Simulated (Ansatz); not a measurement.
Fixed-spin-moment curve of ZnCu (Pm-3m)

The geometry is a structure as deposited in COD, held fixed and not relaxed.

Common settings: PBE, 10×10×10 k mesh, Fermi–Dirac smearing of 0.05 eV. PAW means Ansatz 0.2.0 on its default frozen-core files; LAPW is all-electron LAPW in Ansatz 0.2.0. Site moments are integrated in spheres about the atoms, whose radii differ between the methods.

The first input and its command:

```yaml
crystal:
  lattice:
    - [2.945, 0.0, 0.0]
    - [0.0, 2.945, 0.0]
    - [0.0, 0.0, 2.945]
  atoms:
    - { symbol: Zn, position: [0.5, 0.5, 0.5] }
    - { symbol: Cu, position: [0.0, 0.0, 0.0], spin: 0.7 }
magnetization:
  spin_polarized: true
kpoints:
  mp_grid: { grid: [10, 10, 10] }
scf:
  occupations: { method: fermi_dirac, width: 0.05 }
  lower_state_search: "off"
hamiltonian:
  xc: pbe
  pseudopotentials: { kind: paw }
output:
  forces: true
  stress: true
  eigenvalues: true
  populations: true
  dos: { projected: true, de: 0.1, e_range: [-8, 5] }
  write_density: true
  write_potential: true
  elf: true
  volumetric_format: npy
```

Command: `ansatz run input.yaml --threads 1 --pin off --max-ram 3072MiB --backend cpu --events-out ev --progress --plain --runs-dir out`

The input for «total moment held at 0.3 μB» by PAW differs from it in these lines, output keys apart:

```diff
-    - { symbol: Cu, position: [0.0, 0.0, 0.0], spin: 0.7 }
+    - { symbol: Cu, position: [0.0, 0.0, 0.0], spin: 0.3 }
+  initial_magnetization: 0.3
+  spin_locking: { lock_magnetization: hard }
```

The input for «total moment held at 0.8 μB» by LAPW differs from it in these lines, output keys apart:

```diff
-    - { symbol: Cu, position: [0.0, 0.0, 0.0], spin: 0.7 }
+    - { symbol: Cu, position: [0.0, 0.0, 0.0], spin: 0.8 }
+  initial_magnetization: 0.8
+  spin_locking: { lock_magnetization: hard }
-  pseudopotentials: { kind: paw }
+  pseudopotentials: { kind: all_electron, lapw: { basis_error: 0.001 } }
```

Each run fixes M = N↑ − N↓ with two Fermi levels; the holding field B = (E_F↑ − E_F↓)/2μB is the slope of the free energy against M over μB. Energies count from each method's free run. The held moment starts spread evenly over Cu2.

The free PAW run: The moments died out: the run ends unmagnetised.

```json
{"M (μB/cell)": "0.00", "ΔF PAW (meV/cell)": "0.0", "ΔF LAPW (meV/cell)": "0.0", "B, PAW (T)": "–", "largest site moment, PAW (μB)": "0.00", "pressure, PAW (GPa)": "2.4"}
{"M (μB/cell)": "0.05", "ΔF PAW (meV/cell)": "+1.7", "ΔF LAPW (meV/cell)": "+1.7", "B, PAW (T)": "+1097", "largest site moment, PAW (μB)": "0.02", "pressure, PAW (GPa)": "2.4"}
{"M (μB/cell)": "0.15", "ΔF PAW (meV/cell)": "+13.5", "ΔF LAPW (meV/cell)": "–", "B, PAW (T)": "+3396", "largest site moment, PAW (μB)": "0.06", "pressure, PAW (GPa)": "2.4"}
{"M (μB/cell)": "0.30", "ΔF PAW (meV/cell)": "+79.6", "ΔF LAPW (meV/cell)": "+79.5", "B, PAW (T)": "+10090", "largest site moment, PAW (μB)": "0.12", "pressure, PAW (GPa)": "2.8"}
{"M (μB/cell)": "0.50", "ΔF PAW (meV/cell)": "+219.1", "ΔF LAPW (meV/cell)": "+218.9", "B, PAW (T)": "+15311", "largest site moment, PAW (μB)": "0.19", "pressure, PAW (GPa)": "3.4"}
{"M (μB/cell)": "0.80", "ΔF PAW (meV/cell)": "+587.4", "ΔF LAPW (meV/cell)": "+586.9", "B, PAW (T)": "+27305", "largest site moment, PAW (μB)": "0.32", "pressure, PAW (GPa)": "5.8"}
{"M (μB/cell)": "1.20", "ΔF PAW (meV/cell)": "+1321.0", "ΔF LAPW (meV/cell)": "–", "B, PAW (T)": "+35202", "largest site moment, PAW (μB)": "0.48", "pressure, PAW (GPa)": "10.8"}
```

Task: Fit ΔF = E₀ + a₂M² + a₄M⁴ to the PAW points up to M = 0.80 μB, leaving out M = 0.15. What does the fit give, and how well does it predict the point left out?

Result: E₀ = +0.2 meV, a₂ = +853.93 meV/μB², a₄ = +98.910 meV/μB⁴, with a worst miss of 1.7 meV. At M = 0.15 it gives +19.5 meV against the computed +13.5. Since a₂ > 0 the fit has its minimum at M = 0.

Separate runs put a uniform field on the spins (g = 2):

```json
{"field (T)": "200", "M PAW (μB/cell)": "0.008", "M LAPW (μB/cell)": "0.008"}
{"field (T)": "1000", "M PAW (μB/cell)": "0.045", "M LAPW (μB/cell)": "0.045"}
{"field (T)": "3000", "M PAW (μB/cell)": "0.141", "M LAPW (μB/cell)": "0.141"}
```

The Ansatz runs typed with the search for lower states off end where their start leads. These are results for the start and cell typed. The real compound can order otherwise, in a larger cell, or not at all, since semilocal functionals at zero temperature often overstate magnetism.
